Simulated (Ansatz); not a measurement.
SrSi in space group Cmcm (No. 63; Sr on 4c, Si on 4c) under volume change, the program Ansatz at the r²SCAN level (PAW), shape and atoms relaxed at each volume.

```json
[
 {"V (Å³/atom)": "25.186", "E − E(relaxed) (meV/atom)": "38.7", "P (GPa)": "5.40"},
 {"V (Å³/atom)": "26.016", "E − E(relaxed) (meV/atom)": "16.2", "P (GPa)": "3.31"},
 {"V (Å³/atom)": "26.847", "E − E(relaxed) (meV/atom)": "3.8", "P (GPa)": "1.52"},
 {"V (Å³/atom)": "27.677", "E − E(relaxed) (meV/atom)": "0.0", "P (GPa)": "0.00"},
 {"V (Å³/atom)": "28.507", "E − E(relaxed) (meV/atom)": "3.4", "P (GPa)": "-1.29"},
 {"V (Å³/atom)": "29.338", "E − E(relaxed) (meV/atom)": "[?]", "P (GPa)": "[?]"},
 {"V (Å³/atom)": "30.168", "E − E(relaxed) (meV/atom)": "[?]", "P (GPa)": "[?]"}
]
```

Problem. Fill in the missing entries.

Solution. 
- 30.168, E − E(relaxed) (meV/atom): 27.7
- 30.168, P (GPa): -3.25
- 29.338, E − E(relaxed) (meV/atom): 13.0
- 29.338, P (GPa): -2.37

Problem. What does a third-order Birch–Murnaghan fit give for V₀, B₀ and B′?

Solution. V₀ = 27.68 Å³/atom, B₀ = 46.2 GPa, B′ = 4.6.

The workflow started from an entry of the Crystallography Open Database (COD). Whether it is the stable phase at ambient conditions was not checked. Symmetry was held in the r²SCAN relaxation; whether a distortion lowers the energy is not shown.

Potentials: the later of the program's two PAW sets.
